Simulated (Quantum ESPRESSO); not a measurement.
Ta3Sn2Hf2Y, input and log of a self-consistent run

Computed values, not a measurement. The program is pw.x of Quantum ESPRESSO 7.5 (plane-wave density functional theory). The cell is made up: eight metal atoms on a hexagonal close-packed lattice, with elements, volume, strain and displacements drawn at random and not relaxed, so it may be unstable or far from any real phase. PseudoDojo standard norm-conserving files set the functional (PBE unless stated); there is no spin polarisation or spin-orbit coupling, the Fermi-Dirac width of 0.25 eV means electrons at about 2900 K, and the masses in the input are unused placeholders. The tin pseudopotential is less sure than most, with forces differing by about three percent from a second method on plain tin. Heavy elements are run without spin-orbit coupling, which real alloys of them have. A spin test at this wide smearing found no moment, but such smearing suppresses magnetism that the real alloy may have.

Input:

```
&control calculation='scf', pseudo_dir='./dojo.nc.sr.pbe.v0_5.standard.upf', outdir='./o', disk_io='minimal', tprnfor=.true., tstress=.true. /
&system ibrav=0, nat=8, ntyp=4, nbnd=67, ecutwfc=72.02867146, nosym=.true., tot_charge=0,
 occupations='smearing', smearing='fd', degauss=0.0183746611
/
&electrons conv_thr=1.470e-08, electron_maxstep=70, mixing_beta=0.5 /
ATOMIC_SPECIES
Hf 1.0 Hf.upf
Sn 1.0 Sn.upf
Ta 1.0 Ta.upf
Y 1.0 Y.upf
CELL_PARAMETERS angstrom
-3.0576 0.0225 0.0125
0.0202 -0.0046 -5.0071
0.0779 -10.4871 -0.0099
ATOMIC_POSITIONS angstrom
Ta 0.0335 -0.0299 0.0668
Sn 0.0049 -5.303 0.0443
Hf 0.0766 -3.4763 -2.4743
Sn -0.0529 -8.7304 -2.5375
Y -1.8343 -2.6201 0.087
Ta -1.493 -7.9598 -0.1096
Ta -1.6342 -0.9018 -2.5329
Hf -1.4626 -5.9889 -2.4906
K_POINTS automatic
8 5 2 1 1 1
```

The log is shortened where brackets say so; the opening notice, blank lines, dates and the lines on written files are dropped, and the path of the files is cut. It prints rydbergs, bohrs and kilobars, and counts compression as positive stress. Its total energy is the free energy E - TS of the whole cell.

```
     Program PWSCF v.7.5
     Parallel version (MPI & OpenMP), running on       4 processor cores
     Number of MPI processes:                 4
     Threads/MPI process:                     1
     [start-up lines left out]
     bravais-lattice index     =            0
     lattice parameter (alat)  =       5.7782  a.u.
     unit-cell volume          =    1083.3972 (a.u.)^3
     number of atoms/cell      =            8
     number of atomic types    =            4
     number of electrons       =       102.00
     number of Kohn-Sham states=           67
     kinetic-energy cutoff     =      72.0287  Ry
     charge density cutoff     =     288.1147  Ry
     scf convergence threshold =      1.5E-08
     mixing beta               =       0.5000
     number of iterations used =            8  plain     mixing
     Exchange-correlation= PBE
                           (   1   4   3   4   0   0   0)
     [axes and pseudopotential details left out]
   Cartesian axes
     site n.     atom                  positions (alat units)
         1        Ta     tau(   1) = (   0.0109559  -0.0097786   0.0218464  )
         2        Sn     tau(   2) = (   0.0016025  -1.7343054   0.0144880  )
         3        Hf     tau(   3) = (   0.0250514  -1.1368972  -0.8092008  )
         4        Sn     tau(   4) = (  -0.0173005  -2.8552102  -0.8298699  )
         5        Y      tau(   5) = (  -0.5998937  -0.8568836   0.0284527  )
         6        Ta     tau(   6) = (  -0.4882742  -2.6031914  -0.0358438  )
         7        Ta     tau(   7) = (  -0.5344525  -0.2949268  -0.8283655  )
         8        Hf     tau(   8) = (  -0.4783321  -1.9586237  -0.8145316  )
     number of k points=    40  Fermi-Dirac smearing, width (Ry)=  0.0184
                       cart. coord. in units 2pi/alat
        k(    1) = (  -0.0632921  -0.0733045  -0.0612554), wk =   0.0500000
        k(    2) = (  -0.0622197   0.0724879  -0.0613851), wk =   0.0500000
     [further k points left out]
     Dense  grid:    89521 G-vectors     FFT dimensions: (  32,  54, 108)
     Estimated max dynamical RAM per process >     280.38 MB
     Estimated total dynamical RAM >       1.03 GB
     Initial potential from superposition of free atoms
     starting charge     101.9860, renormalised to     102.0000
     Starting wfcs are   78 randomized atomic wfcs
     total cpu time spent up to now is        4.5 secs
     per-process dynamical memory:   206.9 Mb
     Self-consistent Calculation
     iteration #  1     ecut=    72.03 Ry     beta= 0.50
     Davidson diagonalization with overlap
     ethr =  1.00E-02,  avg # of iterations =  2.3
     total cpu time spent up to now is       13.5 secs
     total energy              =   -1011.02573882 Ry
     estimated scf accuracy    <       2.99274415 Ry
     iteration #  2     ecut=    72.03 Ry     beta= 0.50
     Davidson diagonalization with overlap
     ethr =  2.93E-03,  avg # of iterations =  6.3
     total cpu time spent up to now is       26.9 secs
     total energy              =   -1007.70526496 Ry
     estimated scf accuracy    <     130.72050545 Ry
     iteration #  3     ecut=    72.03 Ry     beta= 0.50
     Davidson diagonalization with overlap
     ethr =  2.93E-03,  avg # of iterations =  5.4
     total cpu time spent up to now is       38.6 secs
     total energy              =   -1012.42060168 Ry
     estimated scf accuracy    <      12.72876555 Ry
     iteration #  4     ecut=    72.03 Ry     beta= 0.50
     Davidson diagonalization with overlap
     ethr =  2.93E-03,  avg # of iterations =  2.4
     total cpu time spent up to now is       46.8 secs
     total energy              =   -1012.93701827 Ry
     estimated scf accuracy    <       1.23117832 Ry
     iteration #  5     ecut=    72.03 Ry     beta= 0.50
     Davidson diagonalization with overlap
     ethr =  1.21E-03,  avg # of iterations =  3.4
     total cpu time spent up to now is       55.1 secs
     total energy              =   -1012.99664037 Ry
     estimated scf accuracy    <       0.18632131 Ry
     [iterations 6 to 12 left out]
     iteration # 13     ecut=    72.03 Ry     beta= 0.50
     Davidson diagonalization with overlap
     ethr =  6.29E-09,  avg # of iterations =  2.0
     total cpu time spent up to now is      127.5 secs
     total energy              =   -1013.01676941 Ry
     estimated scf accuracy    <       0.00001818 Ry
     iteration # 14     ecut=    72.03 Ry     beta= 0.50
     Davidson diagonalization with overlap
     ethr =  6.29E-09,  avg # of iterations =  1.1
     total cpu time spent up to now is      135.0 secs
     total energy              =   -1013.01677031 Ry
     estimated scf accuracy    <       0.00000114 Ry
     iteration # 15     ecut=    72.03 Ry     beta= 0.50
     Davidson diagonalization with overlap
     ethr =  1.12E-09,  avg # of iterations =  2.0
     total cpu time spent up to now is      142.9 secs
     total energy              =   -1013.01677040 Ry
     estimated scf accuracy    <       0.00000023 Ry
     iteration # 16     ecut=    72.03 Ry     beta= 0.50
     Davidson diagonalization with overlap
     ethr =  2.21E-10,  avg # of iterations =  2.0
     total cpu time spent up to now is      151.1 secs
     total energy              =   -1013.01677042 Ry
     estimated scf accuracy    <       0.00000004 Ry
     iteration # 17     ecut=    72.03 Ry     beta= 0.50
     Davidson diagonalization with overlap
     ethr =  4.20E-11,  avg # of iterations =  3.4
     total cpu time spent up to now is      159.3 secs
     End of self-consistent calculation
     [lines on levels left out]
!    total energy              =   -1013.01677042 Ry
     estimated scf accuracy    <          7.0E-09 Ry
     smearing contrib. (-TS)   =      -0.11074824 Ry
     internal energy E=F+TS    =   -1012.90602218 Ry
     The total energy is F=E-TS. E is the sum of the following terms:
     one-electron contribution =    -174.67181999 Ry
     hartree contribution      =     143.40106183 Ry
     xc contribution           =    -250.57469727 Ry
     ewald contribution        =    -731.06056674 Ry
     convergence has been achieved in  17 iterations
     Forces acting on atoms (cartesian axes, Ry/au):
     atom    1 type  3   force =    -0.02793135    0.04175391   -0.03010346
     atom    2 type  2   force =    -0.01196366   -0.03976635   -0.01418212
     atom    3 type  1   force =    -0.04131852    0.00336980    0.01463286
     atom    4 type  2   force =     0.01134123   -0.00266966   -0.00880088
     atom    5 type  4   force =     0.05254537    0.00407189   -0.02853483
     atom    6 type  3   force =    -0.00209615    0.00215945    0.02575547
     atom    7 type  3   force =     0.02779698    0.03781529    0.03668158
     atom    8 type  1   force =    -0.00837389   -0.04673433    0.00455137
     Total force =     0.132622     Total SCF correction =     0.000506
     Computing stress (Cartesian axis) and pressure
          total   stress  (Ry/bohr**3)                   (kbar)     P=       91.64
   0.00071380   0.00014845  -0.00000349          105.00       21.84       -0.51
   0.00014845   0.00052910   0.00000932           21.84       77.83        1.37
  -0.00000349   0.00000932   0.00062595           -0.51        1.37       92.08
     init_run     :      4.17s CPU      4.29s WALL (       1 calls)
     electrons    :    154.50s CPU    154.88s WALL (       1 calls)
     forces       :      1.55s CPU      1.56s WALL (       1 calls)
     stress       :      5.25s CPU      5.38s WALL (       1 calls)
     [timing details left out]
     PWSCF        :   2m45.65s CPU   2m46.30s WALL
     JOB DONE.
```

In other units: free energy -13782.795 eV for the cell, pressure 9.16 GPa, largest force component 1.351 eV/Å in size. The run took 168 s of wall time with four MPI processes on a shared machine (Intel Xeon, 2023 or later, virtual cores), so the time is rough. A rerun of this cell at a higher cutoff and on a denser mesh moved values by no more than 0.007 eV in energy, 0.08 GPa in stress and 0.014 eV/Å in force, and a second program with other atomic files agreed on that cell to 2 % rms in force and 0.5 GPa in pressure.